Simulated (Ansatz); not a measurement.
Total density of states per atom from plane-wave PAW r²SCAN (Ansatz code), in 0.25 eV bins, energy from the valence-band maximum:

| E (eV) | states/eV/atom |
|---|---|
| -7.85 | 0.00 |
| -7.60 | 0.04 |
| -7.35 | 1.44 |
| -7.10 | 0.81 |
| -6.85 | 0.33 |
| -6.60 | 0.42 |
| -6.35 | 0.67 |
| -6.10 | 0.80 |
| -5.85 | 0.82 |
| -5.60 | 0.65 |
| -5.35 | 1.04 |
| -5.10 | 0.86 |
| -4.85 | 0.31 |
| -4.60 | 0.48 |
| -4.35 | 0.75 |
| -4.10 | 0.74 |
| -3.85 | 1.39 |
| -3.60 | 0.68 |
| -3.35 | 1.24 |
| -3.10 | 1.56 |
| -2.85 | 1.56 |
| -2.60 | 1.42 |
| -2.35 | 1.18 |
| -2.10 | 1.23 |
| -1.85 | 0.91 |
| -1.60 | 0.31 |
| -1.35 | 0.86 |
| -1.10 | 0.85 |
| -0.85 | 0.36 |
| -0.60 | 0.16 |
| -0.35 | 0.10 |
| -0.10 | 0.04 |
| 0.15 | 0.00 |
| 0.40 | 0.04 |
| 0.65 | 0.33 |
| 0.90 | 0.81 |
| 1.15 | 0.80 |
| 1.40 | 0.33 |
| 1.65 | 0.19 |
| 1.90 | 0.17 |
| 2.15 | 0.51 |
| 2.40 | 0.57 |
| 2.65 | 1.20 |
| 2.90 | 0.39 |
| 3.15 | 0.00 |
| 3.40 | 0.00 |
| 3.65 | 0.00 |
| 3.90 | 0.00 |
| 4.15 | 0.00 |
| 4.40 | 0.09 |
| 4.65 | 0.27 |
| 4.90 | 0.71 |
| 5.15 | 0.67 |

Which of these materials gives this?
A. CsGdS2, R-3m (Cs on 3a, Gd on 3b, S on 6c)
B. KNdS2, R-3m (K on 3a, Nd on 3b, S on 6c)
C. PdS2, Pbca (Pd on 4a, S on 8c)
D. CsNiPdF5, Imma (Pearson symbol oI32)

C, PdS2, Pbca (Pd on 4a, S on 8c). Top 1 eV of the valence band: S 3p 62 %, Pd 4d 34 %. Bottom 1 eV of the conduction band: S 3p 56 %, Pd 4d 34 %, S 3s 5 %, outside the projected shells 5 %. Projections are on Löwdin-orthogonalised atomic valence shells; empty p or d shells of many metals are not among them.

The workflow started from a Materials Project entry (that database holds measured and hypothetical structures alike); the Crystallography Open Database files this formula in space group No. 61, but the cells were not matched. Its standing as an ambient phase is unchecked. Symmetry was held in the r²SCAN relaxation; whether a distortion lowers the energy is not shown. No spin polarisation was allowed. A crystal of weakly bound layers computed without a dispersion correction: the cell and the soft elastic constants depend strongly on that. Scalar-relativistic: spin–orbit coupling is off unless named, which matters more the heavier the elements.

Potentials: the later of the program's two PAW sets.
